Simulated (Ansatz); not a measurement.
Input, command and steps of an Ansatz relaxation.

```yaml
crystal:
  lattice:
    - [5.2425835368, 0.0, 0.0]
    - [0.0, 5.2425835368, 0.0]
    - [0.0, 0.0, 3.2468136757]
  atoms:
    - { symbol: Hf, position: [0.2954633021, 0.2954633021, 0.0] }
    - { symbol: Hf, position: [0.7045366979, 0.7045366979, 0.0] }
    - { symbol: Hf, position: [0.7954633021, 0.2045366979, 0.5] }
    - { symbol: Hf, position: [0.2045366979, 0.7954633021, 0.5] }
    - { symbol: "N", position: [0.0, 0.0, 0.0] }
    - { symbol: "N", position: [0.5, 0.5, 0.5] }
basis:
  ecutwfc: 420
kpoints:
  mp_grid: { grid: [8, 8, 12] }
hamiltonian:
  xc: pbesol
scf:
  occupations: { method: gaussian, width: 0.1 }
output:
  forces: true
  stress: true
  eigenvalues: true
relax:
  adjacent_minimum: "off"
  f_tol: 0.008
  max_steps: 40
  cell: { stress_tol: 0.015, fix: [a, b, gamma] }
```

```bash
ansatz run input.yaml --threads 1 --pin off --max-ram 2560MiB --backend cpu --events-out ev --progress --plain --runs-dir out
```

These are results of DFT PBEsol, scalar-relativistic, plane waves, PAW in Ansatz 0.2.0, not measurements.

Of 6 frames 5 are shown, positions in Å and forces in eV/Å; the SCF threshold varies from step to step. Steps run on the plane waves of an earlier cell, with a Pulay correction in the pressure. The basis is chosen afresh for the last frame, the zero of the energies, and at times for earlier ones too; energy and pressure step there, also at an unchanged geometry. The mark taken_back stands on steps that the optimiser undid.

```xyz
6
Lattice="5.2426 0.0000 0.0000 0.0000 5.2426 0.0000 0.0000 0.0000 3.2468" Properties=species:S:1:pos:R:3:forces:R:3 pbc="T T T" step=1 free_energy_over_end_meV_per_atom=0.04 pressure_GPa=2.90
Hf    1.5490    1.5490    0.0000   -0.0296   -0.0296    0.0000
Hf    3.6936    3.6936    0.0000    0.0296    0.0296    0.0000
Hf    4.1703    1.0723    1.6234   -0.0296    0.0296    0.0000
Hf    1.0723    4.1703    1.6234    0.0296   -0.0296    0.0000
N     0.0000    0.0000    0.0000    0.0000    0.0000    0.0000
N     2.6213    2.6213    1.6234    0.0000    0.0000    0.0000
6
Lattice="5.2426 0.0000 0.0000 0.0000 5.2426 0.0000 0.0000 0.0000 3.2390" Properties=species:S:1:pos:R:3:forces:R:3 pbc="T T T" step=2 free_energy_over_end_meV_per_atom=0.02 pressure_GPa=3.41 taken_back
Hf    1.5463    1.5463    0.0000    0.0159    0.0159    0.0000
Hf    3.6963    3.6963    0.0000   -0.0159   -0.0159    0.0000
Hf    4.1676    1.0750    1.6195    0.0159   -0.0159    0.0000
Hf    1.0750    4.1676    1.6195   -0.0159    0.0159    0.0000
N     0.0000    0.0000    0.0000    0.0000    0.0000    0.0000
N     2.6213    2.6213    1.6195    0.0000    0.0000    0.0000
6
Lattice="5.2426 0.0000 0.0000 0.0000 5.2426 0.0000 0.0000 0.0000 3.2441" Properties=species:S:1:pos:R:3:forces:R:3 pbc="T T T" step=3 free_energy_over_end_meV_per_atom=-0.02 pressure_GPa=3.07
Hf    1.5477    1.5477    0.0000   -0.0077   -0.0077    0.0000
Hf    3.6949    3.6949    0.0000    0.0077    0.0077    0.0000
Hf    4.1690    1.0736    1.6221   -0.0077    0.0077    0.0000
Hf    1.0736    4.1690    1.6221    0.0077   -0.0077    0.0000
N     0.0000    0.0000    0.0000    0.0000    0.0000    0.0000
N     2.6213    2.6213    1.6221    0.0000    0.0000    0.0000
6
Lattice="5.2426 0.0000 0.0000 0.0000 5.2426 0.0000 0.0000 0.0000 3.2449" Properties=species:S:1:pos:R:3:forces:R:3 pbc="T T T" step=4 free_energy_over_end_meV_per_atom=-0.01 pressure_GPa=3.01
Hf    1.5473    1.5473    0.0000   -0.0008   -0.0008    0.0000
Hf    3.6953    3.6953    0.0000    0.0008    0.0008    0.0000
Hf    4.1686    1.0740    1.6225   -0.0008    0.0008    0.0000
Hf    1.0740    4.1686    1.6225    0.0008   -0.0008    0.0000
N     0.0000    0.0000    0.0000    0.0000    0.0000    0.0000
N     2.6213    2.6213    1.6225    0.0000    0.0000    0.0000
6
Lattice="5.2426 0.0000 0.0000 0.0000 5.2426 0.0000 0.0000 0.0000 3.2450" Properties=species:S:1:pos:R:3:forces:R:3 pbc="T T T" step=6 free_energy_over_end_meV_per_atom=0.00 pressure_GPa=3.00
Hf    1.5473    1.5473    0.0000    0.0000    0.0000    0.0000
Hf    3.6953    3.6953    0.0000    0.0000    0.0000    0.0000
Hf    4.1686    1.0740    1.6225    0.0000    0.0000    0.0000
Hf    1.0740    4.1686    1.6225    0.0000    0.0000    0.0000
N     0.0000    0.0000    0.0000    0.0000    0.0000    0.0000
N     2.6213    2.6213    1.6225    0.0000    0.0000    0.0000
```

The run took 120 s on 1 thread of Intel(R) Xeon(R) 6975P-C (Granite Rapids) (shared host), peak memory 0.74 GiB.

Spin–orbit coupling is left out, which can shift energies with elements as heavy as these.